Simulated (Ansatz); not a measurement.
NaAuO2:
```cif
data_Au4Na4O8
_chemical_formula_sum 'Na4 Au4 O8'
_space_group_name_H-M_alt 'Cmcm'
_space_group_IT_number 63
_space_group_name_Hall '-C 2c 2'
_cell_length_a 3.42105
_cell_length_b 11.05231
_cell_length_c 5.82619
_cell_angle_alpha 90.000
_cell_angle_beta 90.000
_cell_angle_gamma 90.000
loop_
_space_group_symop_operation_xyz
  'x, y, z'
  '-x, -y, -z'
  '-x, -y, z+1/2'
  'x, y, -z+1/2'
  'x, -y, -z'
  '-x, y, z'
  '-x, y, -z+1/2'
  'x, -y, z+1/2'
  'x+1/2, y+1/2, z'
  '-x+1/2, -y+1/2, -z'
  '-x+1/2, -y+1/2, z+1/2'
  'x+1/2, y+1/2, -z+1/2'
  'x+1/2, -y+1/2, -z'
  '-x+1/2, y+1/2, z'
  '-x+1/2, y+1/2, -z+1/2'
  'x+1/2, -y+1/2, z+1/2'
loop_
_atom_site_label
_atom_site_type_symbol
_atom_site_symmetry_multiplicity
_atom_site_Wyckoff_symbol
_atom_site_fract_x
_atom_site_fract_y
_atom_site_fract_z
_atom_site_occupancy
Na1 Na 4 c 0.00000 0.28245 0.25000 1
Au1 Au 4 c 0.00000 0.00361 0.25000 1
O1 O 8 f 0.00000 0.12193 0.50734 1
```
(The calculation used a cell of 8 atoms; values per cell refer to that cell.)

Relaxed with LDA.

Task: Which orbitals make up the states near the band edges in LDA in the plane-wave PAW code Ansatz?

Result: Top 1 eV of the valence band: O 2p 70 %, Au 5d 27 %. Bottom 1 eV of the conduction band: O 2p 49 %, Au 5d 40 %, O 2s 5 %. Projections are on Löwdin-orthogonalised atomic valence shells; empty p or d shells of many metals are not among them.

Task: Tabulate the density of states.

Result: States/eV per cell of 8 atoms, in 0.25 eV bins, energy from the valence-band maximum.

| E (eV) | total | O 2p | Au 5d | Au 6s |
|---|---|---|---|---|
| -7.85 | 0.53 | 0.19 | 0.29 | 0.01 |
| -7.60 | 6.31 | 2.58 | 3.22 | 0.25 |
| -7.35 | 7.36 | 3.10 | 3.77 | 0.21 |
| -7.10 | 4.75 | 2.13 | 2.21 | 0.13 |
| -6.85 | 3.97 | 1.82 | 1.79 | 0.09 |
| -6.60 | 1.46 | 0.61 | 0.74 | 0.01 |
| -6.35 | 4.71 | 2.11 | 2.25 | 0.07 |
| -6.10 | 2.58 | 1.06 | 1.35 | 0.03 |
| -5.85 | 5.53 | 2.35 | 2.73 | 0.07 |
| -5.60 | 6.75 | 2.54 | 3.84 | 0.06 |
| -5.35 | 5.40 | 2.05 | 3.11 | 0.05 |
| -5.10 | 5.10 | 1.69 | 3.26 | 0.03 |
| -4.85 | 6.02 | 1.81 | 3.94 | 0.11 |
| -4.60 | 7.33 | 2.93 | 3.94 | 0.17 |
| -4.35 | 6.14 | 2.57 | 3.14 | 0.18 |
| -4.10 | 5.44 | 1.81 | 3.05 | 0.41 |
| -3.85 | 5.30 | 1.72 | 3.07 | 0.37 |
| -3.60 | 4.59 | 1.84 | 2.31 | 0.29 |
| -3.35 | 5.28 | 2.23 | 2.48 | 0.36 |
| -3.10 | 5.18 | 3.01 | 1.66 | 0.26 |
| -2.85 | 5.30 | 3.64 | 1.23 | 0.20 |
| -2.60 | 5.78 | 4.41 | 1.04 | 0.15 |
| -2.35 | 4.59 | 2.89 | 1.38 | 0.20 |
| -2.10 | 5.64 | 3.21 | 2.00 | 0.29 |
| -1.85 | 7.11 | 4.16 | 2.45 | 0.30 |
| -1.60 | 9.06 | 5.30 | 3.18 | 0.34 |
| -1.35 | 5.51 | 3.49 | 1.76 | 0.13 |
| -1.10 | 2.89 | 2.06 | 0.76 | 0.00 |
| -0.85 | 3.40 | 2.36 | 0.94 | 0.00 |
| -0.60 | 5.65 | 3.94 | 1.56 | 0.01 |
| -0.35 | 3.96 | 2.83 | 1.06 | 0.00 |
| -0.10 | 1.38 | 1.01 | 0.36 | 0.00 |
| 0.15 | 0.00 | 0.00 | 0.00 | 0.00 |
| 0.40 | 0.00 | 0.00 | 0.00 | 0.00 |
| 0.65 | 0.00 | 0.00 | 0.00 | 0.00 |
| 0.90 | 0.00 | 0.00 | 0.00 | 0.00 |
| 1.15 | 0.49 | 0.19 | 0.20 | 0.00 |
| 1.40 | 1.56 | 0.68 | 0.63 | 0.00 |
| 1.65 | 4.30 | 2.12 | 1.74 | 0.00 |
| 1.90 | 4.37 | 2.26 | 1.75 | 0.00 |
| 2.15 | 3.11 | 1.71 | 1.19 | 0.00 |
| 2.40 | 2.18 | 1.34 | 0.79 | 0.00 |
| 2.65 | 0.03 | 0.00 | 0.00 | 0.00 |
| 2.90 | 0.16 | 0.02 | 0.02 | 0.02 |
| 3.15 | 0.26 | 0.04 | 0.03 | 0.04 |
| 3.40 | 0.37 | 0.06 | 0.04 | 0.06 |
| 3.65 | 0.51 | 0.10 | 0.05 | 0.10 |
| 3.90 | 0.74 | 0.16 | 0.06 | 0.16 |
| 4.15 | 2.79 | 0.45 | 0.12 | 0.40 |
| 4.40 | 3.21 | 0.48 | 0.13 | 0.45 |
| 4.65 | 1.67 | 0.28 | 0.08 | 0.34 |
| 4.90 | 1.30 | 0.24 | 0.07 | 0.33 |
| 5.15 | 1.21 | 0.23 | 0.06 | 0.31 |
| 5.40 | 1.33 | 0.27 | 0.07 | 0.41 |
| 5.65 | 1.38 | 0.27 | 0.07 | 0.43 |
| 5.90 | 1.06 | 0.17 | 0.04 | 0.36 |

The workflow started from a Materials Project entry (that database holds measured and hypothetical structures alike); the Crystallography Open Database copy checked does not list it. Its standing as an ambient phase is unchecked. The cell was relaxed with LDA under the symmetry of its start; phonons on a q-mesh show no instability. Spin–orbit coupling is left out wherever it is not named.

Potentials: the later of the program's two PAW sets.
